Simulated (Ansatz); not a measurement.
A trial cell of Fe4Si, before relaxation:

```cif
data_structure
_symmetry_space_group_name_H-M 'P 1'
_symmetry_Int_Tables_number 1
_cell_length_a 3.3486
_cell_length_b 3.3486
_cell_length_c 6.8813
_cell_angle_alpha 90.000
_cell_angle_beta 90.000
_cell_angle_gamma 120.000
_cell_volume 66.82
loop_
_atom_site_label
_atom_site_type_symbol
_atom_site_fract_x
_atom_site_fract_y
_atom_site_fract_z
_atom_site_occupancy
Fe1 Fe 0.33333 0.66667 0.50000 1
Fe2 Fe 0.66667 0.33333 0.80520 1
Fe3 Fe 0.66667 0.33333 0.19480 1
Fe4 Fe 0.33333 0.66667 0.00000 1
Si1 Si 0.00000 0.00000 0.50000 1
```

All numbers below come from DFT PBE, scalar-relativistic, plane waves, PAW in Ansatz 0.2.0. Cutoff 420 eV, Gaussian smearing, Γ-centred meshes. Cell and atoms relax first on a coarse mesh and then on a finer one. In between, the cell is made exact in the group found at 0.06 Å. In metals the finer mesh still leaves noise of several meV/atom or more. The steps can't lower the symmetry of their start. Collinear spin, starting moments Fe 4.0 (×4) μB.

A guess keeps its type if space group and coordination stay and the shape of the cell changes little (axis ratios within about 15 %, angles within 6°); the volume may change.

Task: Will the relaxed cell still be of the starting type?

Result: It doesn't keep its type. The symmetry stays P-6m2 (No. 187). The volume per atom shrinks by 4.8 %, from 13.4 to 12.7 Å³. The shortest distance goes from 1.93 Å (Fe–Si) to 2.26 Å (Fe–Si). The ratio c/a of the conventional cell changes by a factor of 0.59. Counting neighbours within 15 % of an atom's shortest distance, the start has Fe 3/4/6, Si 3 and the end Fe 8/11, Si 9. In detail, at the end Fe on a site of symmetry -6m2 has 3 Si at 2.26 Å, 2 Fe at 2.39 Å and 6 Fe at 2.57 Å; Fe on a site of symmetry 3m has 8 Fe at 2.34–2.57 Å and 3 Si at 2.57 Å; around Si lie 3 Fe at 2.26 Å and 6 Fe at 2.57 Å; 1 more site not described.

Space group P-6m2 (No. 187). a = 3.922 Å, b = 3.922 Å, c = 4.777 Å, α = 90.00°, β = 90.00°, γ = 120.00°
```csv
atom,site,symmetry,x,y,z
Fe,1d,-6m2,0.3333,0.6667,0.5000
Fe,2i,3m.,0.6667,0.3333,0.7552
Fe,1c,-6m2,0.3333,0.6667,0.0000
Si,1b,-6m2,0.0000,0.0000,0.5000
```

The zero of energy is the elements' standard structures at the same level; no fitted shifts are applied.

Task: At what energy does it end?

Result: +0.09 eV/atom. It can't be a ground state, since the elements alone are lower.

The last run used collinear spin, a 12×12×8 mesh (in the run's order of axes) for its 5-atom cell and Gaussian smearing of 0.10 eV. The magnetic state reached may not be the lowest. Symmetry constrained the relaxation, so the result can be a saddle point.

In counts of neighbours, a slash parts the counts of unlike sites.
